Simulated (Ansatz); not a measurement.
Stationary points along a deformation path in TeAs

Method: DFT LDA, scalar-relativistic, plane waves, PAW in Ansatz 0.2.0. The runs took a 420 eV cutoff, a Γ-centred 16×16×16 mesh and Gaussian smearing (0.15 eV). No spin polarisation. Energies are free energies at this smearing, counted from the undisturbed cell; pressure is positive in compression.

Zero of the scan (as given, not relaxed at this level; it stands at -4.1 GPa, and it needn't be the usual structure):

```yaml
crystal:
  lattice:
    - [0.00000, 2.96767, 2.96767]
    - [2.96767, 0.00000, 2.96767]
    - [2.96767, 2.96767, 0.00000]
  atoms:
    - { symbol: Te, position: [0.50000, 0.50000, 0.50000] }
    - { symbol: As, position: [0.00000, 0.00000, 0.00000] }
```

At fixed volume and fractional coordinates, lengths along (0.577, 0.577, 0.577) are scaled against those across it; ρ is that ratio over its starting value. V = 26.136 Å³/atom. Δσ is the stress along the axis less the mean stress across it (compression positive).

```
    ρ  ΔE (meV/atom)  Δσ (GPa) space group
0.500          402.4      0.00        Pm-3m
0.600          325.8      8.31         R-3m
0.710          151.2      8.89         R-3m
1.000            0.0      0.00        Fm-3m
1.410          203.2    -11.78         R-3m
2.000          574.9     -2.26         R-3m
```

Question: How does the stress give the slope of the energy, and where is the energy stationary?

Answer: Along the path d ln(length) is 2/3 d ln ρ on the axis and −1/3 d ln ρ across it, so dE/d ln ρ = −(2/3) V Δσ: the energy falls with ρ where Δσ is positive. Δσ vanishes or changes sign at ρ = 0.500 (Pm-3m, an end of the scan), at 402.4 meV/atom; at ρ = 1.000 (Fm-3m), a minimum at 0.0 meV/atom. Pairs of stationary points between two samples would go unseen, and could change a minimum read from distant neighbours into a maximum. At ρ = 0.500, 1.000 the cell is cubic, where symmetry alone makes the stress isotropic and the slope zero.

In a metal these slopes depend on the k mesh and the smearing.